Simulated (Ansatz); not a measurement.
Below is a relaxed structure of SnPb₅Se₆. The cell was found from a structure generator's guess, not taken from experiment.

Level of theory: Ansatz, DFT PBE, scalar-relativistic, plane waves, PAW. Cutoff 420 eV, Γ-centred mesh, Gaussian smearing, no spin polarisation.

```yaml
crystal:
  lattice:
    - [4.37954, 0.00000, 0.00000]
    - [0.00000, 4.37954, 0.00000]
    - [0.00000, 0.00000, 18.58142]
  atoms:
    - { symbol: Sn, position: [0.00000, 0.00000, 0.00000] }
    - { symbol: Pb, position: [0.50000, 0.50000, 0.83457] }
    - { symbol: Pb, position: [0.00000, 0.00000, 0.66762] }
    - { symbol: Pb, position: [0.50000, 0.50000, 0.50000] }
    - { symbol: Pb, position: [0.00000, 0.00000, 0.33238] }
    - { symbol: Pb, position: [0.50000, 0.50000, 0.16543] }
    - { symbol: Se, position: [0.00000, 0.00000, 0.83644] }
    - { symbol: Se, position: [0.50000, 0.50000, 0.66711] }
    - { symbol: Se, position: [0.00000, 0.00000, 0.50000] }
    - { symbol: Se, position: [0.50000, 0.50000, 0.33289] }
    - { symbol: Se, position: [0.00000, 0.00000, 0.16356] }
    - { symbol: Se, position: [0.50000, 0.50000, 0.00000] }
```

The zero of energy is the elements' standard structures at the same level; no fitted shifts are applied. The references include grey tin.

Task: What space group does it have?

Result: P4/mmm (No. 123), with Sn and Pb ordered on rock salt sites. Conventional cell: a = 4.380 Å, c = 18.581 Å. Sn is surrounded by 6 Se at 3.04–3.10 Å; Pb on a site of symmetry 4mm is surrounded by 6 Se at 3.07–3.11 Å; around Pb on a second site of symmetry 4mm lie 6 Se at 3.10–3.14 Å; Se on a site of symmetry 4mm is surrounded by 1 Sn at 3.04 Å and 5 Pb at 3.10–3.14 Å; 4 more sites not described.

Task: What is its formation energy per atom?

Result: −0.541 eV/atom. It lies below the elements, which doesn't yet make it stable against other compounds or structures.

Task: Is it a metal?

Result: No, the gap on the 8×8×2 mesh is 0.08 eV.

The last run used an 8×8×2 mesh (in the run's order of axes) for its 12-atom cell and Gaussian smearing of 0.01 eV. These runs have no spin–orbit coupling, which can matter for Pb. Kohn–Sham gaps at this level usually fall short of measured ones. The missing spin–orbit coupling can work the other way here. The reference form of Se is held partly by dispersion forces, which this level lacks. Small gaps are read on the mesh alone, and bands can cross between its points. Symmetry constrained the relaxation, so the result can be a saddle point.
